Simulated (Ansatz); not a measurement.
C (diamond)

```yaml
crystal:
  lattice:
    - [0.00000, 1.78579, 1.78579]
    - [1.78579, 0.00000, 1.78579]
    - [1.78579, 1.78579, 0.00000]
  atoms:
    - { symbol: C, position: [0.00000, 0.00000, 0.00000] }
    - { symbol: C, position: [0.25000, 0.25000, 0.25000] }
```

Scan: atom 2 (C, nearest neighbour C at 1.547 Å; its periodic images, 2.5 Å or more away, move with it) is displaced towards the nearest neighbour, direction (-0.577, -0.577, -0.577) in Cartesian axes, by s. The other atoms stay.

Method: PBE (plane waves to 420 eV, PAW, scalar-relativistic; Ansatz, a quantum-chemistry and plane-wave program). k mesh 13×13×13 (Γ-centred), Fermi-Dirac smearing 0.05 eV. E stands for the smeared free energy. Left out: 1 of 11 points, with atoms too close for the PAW data. As the smearing reaches across the gap at some points, energies and forces of such displacements shift with the k mesh and the smearing. C was relaxed with its symmetry unable to fall. ΔE is measured from the undisplaced structure.

Successive frames, forces in eV/Å:

```
frame         ΔE (meV/cell)                F on C1                   F on C2
------------  -------------  ---------------------  ------------------------
s = 0.000 Å               0  (0.000, 0.000, 0.000)     (0.000, 0.000, 0.000)
s = -0.092 Å            138  (1.611, 1.611, 1.611)  (-1.611, -1.611, -1.611)
s = -0.184 Å            475  (2.483, 2.483, 2.483)  (-2.483, -2.483, -2.483)
```

Problem. What are the energy and the forces in the next frame, s = -0.276 Å?

Solution. ΔE (meV/cell) = 887.

```csv
atom,Fx,Fy,Fz
C1,2.582,2.582,2.582
C2,-2.582,-2.582,-2.582
```

(For displaced atoms, the force is minus the slope of the energy, and its curvature is a force constant, which sets phonon frequencies.)
